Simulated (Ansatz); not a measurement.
Level: PBE, no spin polarisation; 420 eV; 9×9×9 Γ-centred mesh; fermi-dirac occupations (width 0.1 eV); Ansatz 0.2.0, fixed geometry.

Computed maps in the lattice plane spanned by a (left to right, 3.82 Å, 12 points from zero) and b (bottom to top, 3.82 Å, 12 points from zero), 90° apart, at height 0.500 along c. The fields are smooth PAW ones with compensation charges, not the true ones near nuclei.

Valence density. Digits on a logarithmic scale: 0 up to 0.03 e/Å³, each further digit a factor of 1.6, 9 from 1.3 e/Å³ up:
```
554445555555
543234555555
542224555455
543234555555
554445555555
555555555555
555555554445
555555543234
555455542224
555555543234
555555554445
555555555555
```

**Question.** The cell is ScBe₂Al₂. Which atoms lie within 0.2 Å of this plane, and where (fractions of a and b)?

**Answer.** Al at (0.75, 0.25), Al at (0.25, 0.75). The whole cell:
```
CELL_PARAMETERS angstrom
0.00000 3.81857 0.00000
3.81857 0.00000 0.00000
1.90929 1.90929 -4.90000
ATOMIC_POSITIONS crystal
Al 0.75000 0.25000 0.50000
Al 0.25000 0.75000 0.50000
Sc 0.00000 0.00000 0.00000
Be 0.37800 0.37800 0.24400
Be 0.62200 0.62200 0.75600
```

Origin: a known structure type with other elements, at an estimated volume, so it need not be a known compound. Caveats: atoms or cell far from equilibrium.
